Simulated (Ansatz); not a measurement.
Pt3W in space group I4/mmm (No. 139; Pt on 4d, Pt on 2b, W on 2a) under volume change, LDA (plane waves, PAW; program Ansatz), shape and atoms relaxed at each volume.

```csv
V (Å³/atom),E − E(relaxed) (meV/atom),P (GPa)
13.405,150.2,39.83
13.847,62.6,24.13
14.288,(withheld),(withheld)
14.730,0.0,0.00
15.172,13.0,-9.18
15.614,49.2,-16.84
16.056,(withheld),(withheld)
```

Task: Some entries are withheld; supply them.

Result: 
- 14.288, E − E(relaxed) (meV/atom): 14.7
- 14.288, P (GPa): 10.99
- 16.056, E − E(relaxed) (meV/atom): 104.7
- 16.056, P (GPa): -23.21

Task: What does a third-order Birch–Murnaghan fit give for V₀, B₀ and B′?

Result: V₀ = 14.73 Å³/atom, B₀ = 334 GPa, B′ = 5.0.

The workflow started from a Materials Project entry (that database holds measured and hypothetical structures alike); the Crystallography Open Database copy checked does not list it. Whether it is the stable phase at ambient conditions was not checked. Symmetry was held in the LDA relaxation; whether a distortion lowers the energy is not shown. No spin polarisation was allowed. Spin–orbit coupling is left out wherever it is not named.

Potentials: the later of the program's two PAW sets.
